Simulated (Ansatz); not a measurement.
A trial cell of RbCdAuC6N6, before relaxation:

```cif
data_structure
_symmetry_space_group_name_H-M 'P 1'
_symmetry_Int_Tables_number 1
_cell_length_a 7.3320
_cell_length_b 7.3320
_cell_length_c 7.3320
_cell_angle_alpha 60.000
_cell_angle_beta 60.000
_cell_angle_gamma 60.000
_cell_volume 278.71
loop_
_atom_site_label
_atom_site_type_symbol
_atom_site_fract_x
_atom_site_fract_y
_atom_site_fract_z
_atom_site_occupancy
Rb1 Rb 0.75000 0.75000 0.75000 1
Cd1 Cd 0.50000 0.50000 0.50000 1
C1 C 0.81512 0.18488 0.18488 1
C2 C 0.18488 0.18488 0.81512 1
C3 C 0.81512 0.18488 0.81512 1
C4 C 0.18488 0.81512 0.81512 1
C5 C 0.81512 0.81512 0.18488 1
C6 C 0.18488 0.81512 0.18488 1
Au1 Au 0.00000 0.00000 0.00000 1
N1 N 0.70229 0.29771 0.29771 1
N2 N 0.29771 0.29771 0.70229 1
N3 N 0.70229 0.29771 0.70229 1
N4 N 0.29771 0.70229 0.70229 1
N5 N 0.70229 0.70229 0.29771 1
N6 N 0.29771 0.70229 0.29771 1
```

Computed with DFT PBE, scalar-relativistic, plane waves, PAW (Ansatz 0.2.0). Cutoff 420 eV, Gaussian smearing, Γ-centred meshes. Cell and atoms relax first on a coarse mesh and then on a converged one. In between, the cell is made exact in the group found at 0.06 Å. The steps can't lower the symmetry of their start. Collinear spin is switched on along the way, since trial moments persisted in a coarse test.

A guess keeps its type if space group and coordination stay and the shape of the cell changes little (axis ratios within about 15 %, angles within 6°); the volume may change.

Question: Will the relaxed cell still be of the starting type?

Answer: It keeps its type. The symmetry stays F-43m (No. 216). The volume per atom grows by 35.2 %, from 18.6 to 25.1 Å³. The shortest distance stays 1.17 Å (C–N). Counting neighbours within 15 % of an atom's shortest distance, the start has Au 6, C 1, Cd 6, N 1, Rb 24 and the end Au 6, C 1, Cd 6, N 1, Rb 24.

The last run used collinear spin, a 6×6×6 mesh for its 15-atom cell and Gaussian smearing of 0.02 eV. Spin–orbit coupling, which can matter for Au, is left out. The magnetic state reached may not be the lowest. A structure relaxed within its symmetry needn't be a true minimum.
